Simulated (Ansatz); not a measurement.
Data:

AlIr:
```cif
data_Al2Ir2
_chemical_formula_sum 'Al2 Ir2'
_space_group_name_H-M_alt 'P 1'
_space_group_IT_number 1
_cell_length_a 5.01332
_cell_length_b 5.01332
_cell_length_c 4.20182
_cell_angle_alpha 90.000
_cell_angle_beta 90.000
_cell_angle_gamma 146.924
loop_
_space_group_symop_operation_xyz
  'x, y, z'
loop_
_atom_site_label
_atom_site_type_symbol
_atom_site_fract_x
_atom_site_fract_y
_atom_site_fract_z
_atom_site_occupancy
Al1 Al 0.65007 0.34993 0.25000 1
Ir1 Ir 0.91186 0.08814 0.25000 1
Al2 Al 0.34993 0.65007 0.75000 1
Ir2 Ir 0.08814 0.91186 0.75000 1
```

This is the PBEsol-relaxed structure.

Task: All from plane-wave PAW PBEsol (Ansatz code), unless another level is named. Give the density of states at the Fermi level.

Result: 0.62 states/eV per atom (mean over ±0.08 eV).

Task: Give the formation energy from the elements (no fitted shifts).

Result: -0.53 eV/atom.

Space group Cmcm. The start of the workflow was typed in or built on a structure type; neither database checked (COD, Materials Project) lists it. Whether it is the stable phase at ambient conditions was not checked. The cell was relaxed with PBEsol under the symmetry of its start; whether a distortion lowers the energy is not shown. The run is not spin-polarised. The references are the lowest solids computed at this level, not always the standard phases. Spin–orbit coupling is left out wherever it is not named.

Potentials: the earlier of the program's two PAW sets. The files were generated under PBE; for other functionals the program regenerates the frozen cores, and for LDA and PBEsol the local potential too.
